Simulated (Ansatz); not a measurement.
All-electron LAPW in Ansatz 0.2.0 under PBE, scalar-relativistic, energies extrapolated to zero smearing. Slabs are 1×1 cells cut from bulk crystals relaxed on PAW files, with atoms then relaxed, 16 to 20 Å of vacuum, a dipole correction, k spacings of 0.16 to 0.26 Å⁻¹ and smearing of 0.02 to 0.1 eV, without spin–orbit coupling or spin polarisation. The bulk type named needn't be the stable one, and no reconstruction is allowed.

```
                      slab  area (Å²)  γ (J/m²)  Φ (eV)  Δd12 (%)
diamond Ge (111), 6 layers      14.37         ?    4.61      -5.2
diamond Ge (110), 2 layers      23.47      0.86       –      -6.1
diamond Ge (110), 3 layers      23.47      1.03    4.51      -2.5
diamond Ge (100), 8 layers      16.59      1.38    5.01         ?
```

Task: Fill in "γ (J/m²)" for the row "diamond Ge (111), 6 layers".

Result: 0.98.

Task: What belongs in the row "diamond Ge (100), 8 layers", column "Δd12 (%)"?

Result: 3.5.
